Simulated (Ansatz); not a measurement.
**What a trial cell of Al4P relaxes into**

The calculation used DFT PBE, scalar-relativistic, plane waves, PAW in Ansatz 0.2.0. Cutoff 420 eV, Gaussian smearing, Γ-centred meshes. Cell and atoms relax first on a coarse mesh and then on a finer one. In between, the cell is made exact in the group found at 0.06 Å. In metals the finer mesh still leaves noise of several meV/atom or more. The steps can't lower the symmetry of their start. No spin polarisation.

The cell of Al4P is invented: random cell by space group and Wyckoff sites (P6/mmm, No. 191). Its size is a rough estimate.

```yaml
crystal:
  lattice:
    - [3.88018, 0.00000, 0.00000]
    - [-1.94009, 3.36033, 0.00000]
    - [0.00000, 0.00000, 7.35121]
  atoms:
    - { symbol: Al, position: [0.00000, 0.00000, 0.81856] }
    - { symbol: Al, position: [0.00000, 0.00000, 0.18144] }
    - { symbol: Al, position: [0.33333, 0.66667, 0.50000] }
    - { symbol: Al, position: [0.66667, 0.33333, 0.50000] }
    - { symbol: P, position: [0.00000, 0.00000, 0.50000] }
```

Formation energies are uncorrected and refer to the elements' standard structures at the same level. The references include black phosphorus.

Question: What does it relax into?

Answer: The symmetry stays P6/mmm (No. 191). The volume per atom grows by 36.8 %, from 19.2 to 26.2 Å³. The shortest distance goes from 2.24 Å (Al–P and Al–Al) to 2.39 Å (Al–P). The ratio c/a of the conventional cell changes by a factor of 0.87. The energy falls by about 0.56 eV/atom (the start's value is from the coarse mesh). Conventional cell: a = 4.508 Å, c = 7.451 Å. Al on a site of symmetry 6mm is surrounded by 1 P at 2.39 Å and 1 Al at 2.67 Å; Al on a site of symmetry -6m2 is surrounded by 3 P at 2.60 Å and 3 Al at 2.60 Å; P is surrounded by 2 Al at 2.39 Å and 6 Al at 2.60 Å.

```
Al P
1.0
     4.50846    0.00000    0.00000
    -2.25423    3.90444    0.00000
     0.00000    0.00000    7.45054
Al P
4 1
Direct
  0.00000 0.00000 0.82076
  0.00000 0.00000 0.17924
  0.33333 0.66667 0.50000
  0.66667 0.33333 0.50000
  0.00000 0.00000 0.50000
```

Question: Give its energy and gap.

Answer: The energy over the elements is +0.70 eV/atom and the gap on the 12×12×6 mesh of the 5-atom cell is 0 eV (a metal).

The separate elements lie lower, so it is unstable against them.

The last run used Gaussian smearing of 0.10 eV. The cell is a metal run without spin; a magnetic state may lie lower. The reference form of P is held partly by dispersion forces, which this level lacks. Symmetry constrained the relaxation, so the result can be a saddle point. In all, the 3 runs took 74 s on 1 thread of Arm Neoverse V2 (shared host). Another cell of Al4P relaxed alike, in I4/mmm, lies 0.54 eV/atom lower, so this cell isn't the stable form at this level.
